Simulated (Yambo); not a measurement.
A G0W0@LDA run in Yambo for Rb2LiTlF6 (space group Fm-3m, No. 225) (2×2×2 Γ-centred k mesh, bands 2 to 311 and a 8 Ry block in the screening, 311 bands in G with the Bruneval-Gonze terminator, plasmon pole fitted at 27.2 eV) gives these matrix elements, in eV, at the band edges (Γ → Γ):

```
state               E0    <Vxc>     <Σx>  <Σc(E0)>      Z
---------------  -----  -------  -------  --------  -----
valence edge     0.000  -22.716  -28.651     4.414  0.796
conduction edge  3.267  -16.384  -12.711    -2.111  0.845
```

Q: Solve the linearised quasiparticle equation for both states, give the gap, and say how exchange and correlation each act on it.

A: E = E0 + Z(Σx + Σc − Vxc). Valence: 0.000 + 0.796 × (-28.651 + (4.414) − (-22.716)) = -1.21 eV. Conduction: 3.267 + 0.845 × (-12.711 + (-2.111) − (-16.384)) = 4.59 eV. The gap is 5.80 eV, against 3.27 eV in LDA. Replacing Vxc by bare exchange alone would open it by 9.61 eV; correlation takes back 6.53 eV of that, and Z scales what is left. Nearest settings tried, and what they do to the gap: 241 bands in W, 241 bands in G: +14 meV; 6 Ry block (307 vectors against 459): -9 meV; 1×1×1 mesh: -268 meV. So the settings aren't converged at that level. The k mesh is coarse. Spin-orbit coupling is left out; with 6p states at a band edge it can lower the gap by many tenths of an eV, most of a small gap.

The standard potential for Tl keeps a d shell in the valence without the s and p states of that shell. In tests on such compounds this moved G0W0 gaps by up to about 0.9 eV, so absolute quasiparticle energies here are unreliable; differences between settings are what counts.

Geometry of the Materials Project entry, not relaxed at this level; primitive cell a = 6.146 Å, b = 6.146 Å, c = 6.146 Å, α = 60.00°, β = 60.00°, γ = 60.00°.

The structure is a Materials Project entry; no match was found in the copy of COD used, and its stability was not checked.
